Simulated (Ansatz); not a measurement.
# Notes on Ba₂Pb₃

```xyz
5
Lattice="-2.3869 3.9573 4.9446 4.7738 0.0000 0.0000 2.3869 3.9573 -4.9446" Properties=species:S:1:pos:R:3 pbc="T T T"
Pb    0.0000    0.0000    0.0000
Pb    2.3869    5.5656    0.0000
Pb    2.3869    2.3491    0.0000
Ba    0.0000    3.9573    2.2201
Ba    4.7738    3.9573   -2.2201
```

Single point in Ansatz 0.2.0 with PBE, no spin polarisation. Cutoff 420 eV, PAW datasets, 8×8×8 Γ-centred k mesh, fermi-dirac filling (width 0.1 eV).

Q: What happens at the Fermi level?

A: It is a metal, with about 5 states/eV a cell as the mean within 0.25 eV of the Fermi level, mostly Pb p (81 %).

Q: Is the cell too large or too small?

A: The pressure is 2.2 GPa (compression positive), so with the atoms held at these fractions the cell would first expand. The principal stresses -0.5, 2.1, 5.1 GPa differ, so its shape would change too.

Q: What do density and ELF say about some of the short contacts?

A: Pb–Pb at 3.22 Å: least valence density 0.19 e/Å³ and ELF 0.29 there. Pb–Ba at 3.60 Å: least valence density 0.10 e/Å³ and ELF 0.13 there. These are pseudo-fields; inside the PAW spheres they differ from the all-electron ones.

Q: Is it stable against the elements?

A: -0.40 eV an atom against the elements' usual phases (free molecules for gases, crystals otherwise, with no correction for O₂ or N₂), so it is bound against them; other compounds may still compete. Relaxing would lower it.

Q: Which element gives electrons and which takes them?

A: Bader charges in e: Ba +1.08, Pb -0.81 to -0.54. In the mean Ba gives up most and Pb takes most.

Origin: a known structure type with other elements, at an estimated volume, so it need not be a known compound.
